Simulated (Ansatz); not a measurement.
AlN:
```
CELL_PARAMETERS angstrom
      0.00000     2.01888     2.01888
      2.01888     0.00000     2.01888
      2.01888     2.01888     0.00000
ATOMIC_POSITIONS crystal
  Al 0.00000 0.00000 0.00000
  N  0.50000 0.50000 0.50000
```

Relaxed with r²SCAN. 

Q: HSE06 on this cell (Ansatz, a first-principles code, PAW) gives a gap of 6.08 eV. What does r²SCAN give?

A: 5.52 eV.

Cost on shared cores: the r²SCAN run (SCF on a 12×12×12 mesh, then bands and DOS) roughly 7 core-seconds, the HSE06 run (SCF on 9×9×9, then a few points) about 40 core-seconds (a rough figure); the tasks are unlike.

Space group Fm-3m (rock salt). This is a known high-pressure phase of the composition, computed here at zero pressure and temperature. The cell was relaxed with r²SCAN under the symmetry of its start; whether a distortion lowers the energy is not shown. The volume moved by -16 % from the start of the relaxation.

Potentials: the later of the program's two PAW sets.

Ansatz is a plane-wave DFT program.
